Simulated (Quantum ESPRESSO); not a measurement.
Convergence test: TlCl

```
TlCl
1.0
    3.83747     0.00000     0.00000
    0.00000     3.83747     0.00000
    0.00000     0.00000     3.83747
Tl Cl
1 1
Direct
  0.00000   0.00000   0.00000
  0.50000   0.50000   0.50000
```
The cell comes from the Materials Project (a computed structure). It is TlCl in Pm-3m; whether this form has been observed was not checked. Stability against distortions was not tested.

Method: PBE GIPAW (a modified build of Quantum ESPRESSO, JTH PAW datasets); kept fixed: cutoff 25 Ha. Costs are rough, from a shared machine. These are absolute shieldings with no macroscopic susceptibility term; δ = σ_ref − σ needs a reference computed alike. No spin–orbit coupling; Tl is the heaviest element present. The datasets of Cl hold no d projectors, which limits absolute σ on these atoms. Static lattice: thermal averaging is not included.

| k-mesh | σ_iso Cl (ppm) | f-sum rule missed by (%) | irreducible k-points | rough cost ratio |
|---|---|---|---|---|
| 2×2×2 through Γ | -6033.1 | 18 | 4 | about 1 |
| 3×3×3 through Γ | 890.3 | 0.59 | 4 | about 1 |
| 4×4×4 through Γ | 170.3 | 0.89 | 10 | 2 |
| 5×5×5 through Γ | 661.6 | 0.07 | 10 | 2 |
| 6×6×6 through Γ | 548.2 | 0.09 | 20 | 3 |
| 7×7×7 through Γ | 621.6 | 0.01 | 20 | 3 |
| 9×9×9 through Γ | 612.5 | 0.00 | 35 | 6 |

Largest spread: σ_iso Cl (ppm) moves over 6923.4 across the rows.
